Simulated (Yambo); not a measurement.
Yambo run on K2LiScF6 (space group Fm-3m, No. 225). The wavefunctions are norm-conserving PBEsol (Quantum ESPRESSO, 84 Ry, no spin-orbit coupling) ones on a 2×2×2 mesh (37 occupied bands); a = b = c = 5.8616 Å, α = β = γ = 60.00°.

Yambo input:

```
rim_cut
gw0
dyson
el_el_corr
HF_and_locXC
ppa
em1d
RandQpts= 1000000
RandGvec= 1 Ry
EXXRLvcs= 84 Ry
VXCRLvcs= 336 Ry
Chimod= "HARTREE"
% BndsRnXp
 3 | 89 |
%
NGsBlkXp= 7 Ry
% LongDrXp
 1.0 | 1.0 | 1.0 |
%
PPAPntXp= 27.2114 eV
% GbndRnge
 1 | 89 |
%
GTermKind= "BG"
DysSolver= "n"
ExtendOut
% QPkrange
 1 | 1 | 37 | 38 |
%
```

k points by index: 1 = Γ.

Resulting energies as the program prints them:

```
#    K-point    Band    Eo [eV]    E [eV]    E-Eo [eV]    Vxc [eV]    Vnlxc [eV]    Sc|Eo [eV]    Sc|E [eV]    dSc/dw|Eo [eV]    Re(Z)    Im(Z)
#
    1    37    0.000000    -2.206534    -2.206534    -22.50335    -30.26060    4.991957    5.550718    -6.890168    0.797949    -0.001401
    1    38    6.810061    10.12755    3.317488    -18.40006    -10.28630    -4.115403    -4.796276    -5.584056    0.829723    -0.002532
```
(The two width columns are left out.) Convergence of these settings isn't established.

Geometry of the Materials Project entry, not relaxed at this level.

The structure is a Materials Project entry; no match was found in the copy of COD used, and its stability was not checked.
